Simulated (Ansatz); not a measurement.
**MnSb in the zincblende structure**

Computed with Ansatz (plane waves, PAW, 420 eV cutoff): PBEsol, scalar-relativistic, collinear spin, Γ-centred 10×10×10 mesh, 0.05 eV Gaussian smearing. The datasets are Ansatz's generated set soft_2.

```
CELL_PARAMETERS angstrom
0.00000 3.03584 3.03584
3.03584 0.00000 3.03584
3.03584 3.03584 0.00000
ATOMIC_POSITIONS crystal
Mn 0.00000 0.00000 0.00000
Sb 0.25000 0.25000 0.25000
```

The start was a prototype's sites filled with these elements. The Crystallography Open Database lists the compound in space group P63/mmc, so this is a trial structure.

Magnetic state: ferromagnetic, site spin moments Mn 3.79; Sb -0.12 μB.

Cell and atoms are those of this level's equilibrium.

The cell has space group F-43m (read at 0.01 Å). In it the stress is 0.00, 0.00, 0.00, 0.00, 0.00, 0.00 GPa and the largest force component 0.000 eV/Å. Each change below starts from this cell, without further relaxation. Stress is in GPa, positive in compression, in the order xx, yy, zz, yz, xz, xy; energies are counted from the cell above and are free energies with the smearing's entropy, which match forces and stress in a metal.

Problem. What happens when atom 1 (Mn) is moved by 0.20 Å along y?

Solution. The energy changes by 116.8 meV per cell, and the force on it along the shift is -1.156 eV/Å (−F/u = 5.78 eV/Å²). Stress: 1.37, -0.24, 1.37, 0.00, 5.29, 0.00. Spin moments: Mn 3.72; Sb -0.10 μB.
| atom | Fx (eV/Å) | Fy | Fz |
| --- | --- | --- | --- |
| Mn1 | 0.000 | -1.156 | 0.000 |
| Sb2 | 0.000 | 1.156 | 0.000 |
In a harmonic crystal the energy would rise by −½F·u = ½ × 5.78 × 0.20² eV = 115.6 meV, which matches.

Problem. What stress follows from an engineering strain of 3 % in yz, atoms carried along?

Solution. 0.10, 0.02, 0.02, -1.17, 0.00, 0.00 GPa; the energy changes by 6.0 meV per cell.
```
atom  Fx (eV/Å)     Fy     Fz
 Mn1      0.275  0.000  0.000
 Sb2     -0.275  0.000  0.000
```
The change of the stress over the strain gives a clamped-atom stiffness of about 39 GPa for this component.
In a harmonic crystal the energy would rise by V(½Cε² − σ₀ε), with σ₀ the stress of the unstrained cell, = 6.1 meV, which matches.

No spin–orbit coupling, a notable omission for heavy elements. Site moments are of spin, integrated over atomic spheres. Only parallel moments were tried, so the real magnetic order may be another.
